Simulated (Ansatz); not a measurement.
TiAl: tetragonal deformation path

Method: DFT LDA, scalar-relativistic, plane waves, PAW (Ansatz 0.2.0). The runs took a 420 eV cutoff, a Γ-centred 18×18×14 mesh and Gaussian smearing (0.15 eV). No spin polarisation. Energies are free energies at this smearing, counted from the undisturbed cell; pressure is positive in compression.

The starting cell (as given, not relaxed at this level; it stands at -7.3 GPa, and it needn't be the usual structure):

```
Ti Al
1.0
     2.83730    0.00000    0.00000
     0.00000    2.83730    0.00000
     0.00000    0.00000    4.05910
Ti Al
1 1
Direct
  0.00000 0.00000 0.00000
  0.50000 0.50000 0.50000
```

At fixed volume and fractional coordinates, lengths along (0.000, 0.000, 1.000) are scaled against those across it; ρ is that ratio over its starting value. The cell is metallic on the mesh throughout.

```csv
ρ,ΔE (meV/atom)
0.850,59.3
0.920,19.3
0.960,6.3
1.000,0.0
1.100,19.3
1.200,87.6
```

**Question.** Predict the pressure (GPa) at each point.

**Answer.**
```tsv
ρ	pressure (GPa)
0.850	-7.5
0.920	-7.5
0.960	-7.4
1.000	-7.3
1.100	-7.3
1.200	-6.8
```